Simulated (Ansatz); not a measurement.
# Structures of GeW₃: which is lowest?

Plane-wave DFT in Ansatz with scalar-relativistic PAW potentials, cutoff 420 eV, Γ-centred meshes chosen by cell and gap, Gaussian smearing with energies taken to zero width. Every cell was relaxed (cell and atoms) in a run of its own, within the symmetry of its start. Functional: PBE.

Relaxed structures (starts from databases or built by putting these elements on another compound's sites):
A. Pm-3m, 4 atoms in the computed cell, a = 3.983 Å; sites (symmetry × multiplicity) Ge m-3m × 1, W 4/mm.m × 3; start: built
B. P6_3/mmc, 8 atoms in the computed cell, a = 5.574 Å, c = 4.684 Å; sites (symmetry × multiplicity) Ge -6m2 × 2, W mm2 × 6; start: built

Question: Rank them by energy. Could pressure change the order?

Answer:
| structure | group | E − E(lowest) (meV/atom) | V (Å³/atom) | gap on mesh (eV) |
| --- | --- | --- | --- | --- |
| B | P6_3/mmc | 0.0 | 15.76 | 0.00 |
| A | Pm-3m | 139 | 15.80 | 0.00 |

B is lowest, 139 meV/atom under A. The two lowest differ in volume by under 3 %, too little for a first-order estimate of what pressure does to that pair (other pairs aren't weighed here); with rigid cells even 3 % in favour of the higher one would need about 47 GPa. Other structures may lie lower than all of these, and vibrations aren't counted.

Spin-orbit coupling is left out, which matters for the bands of heavy elements.